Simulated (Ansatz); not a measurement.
Pd (fcc (Cu type), Fm-3m) under volume change, DFT-PBE in the program Ansatz with PAW potentials, scaled uniformly.

```tsv
V (Å³/atom)	E − E(relaxed) (meV/atom)	P (GPa)
13.937	(withheld)	(withheld)
14.397	33.2	12.37
14.856	7.8	5.59
15.316	0.0	0.00
15.775	(withheld)	(withheld)
16.235	25.5	-8.36
16.694	54.1	-11.44
```

### Question
Fill in the missing entries.

### Answer

- 15.775, E − E(relaxed) (meV/atom): 6.8
- 15.775, P (GPa): -4.59
- 13.937, E − E(relaxed) (meV/atom): 80.1
- 13.937, P (GPa): 20.60

### Question
What does a third-order Birch–Murnaghan fit give for V₀, B₀ and B′?

### Answer
V₀ = 15.32 Å³/atom, B₀ = 168 GPa, B′ = 5.5.

The PBE relaxation kept the symmetry of its start. The run is not spin-polarised.

Potentials: the later of the program's two PAW sets.
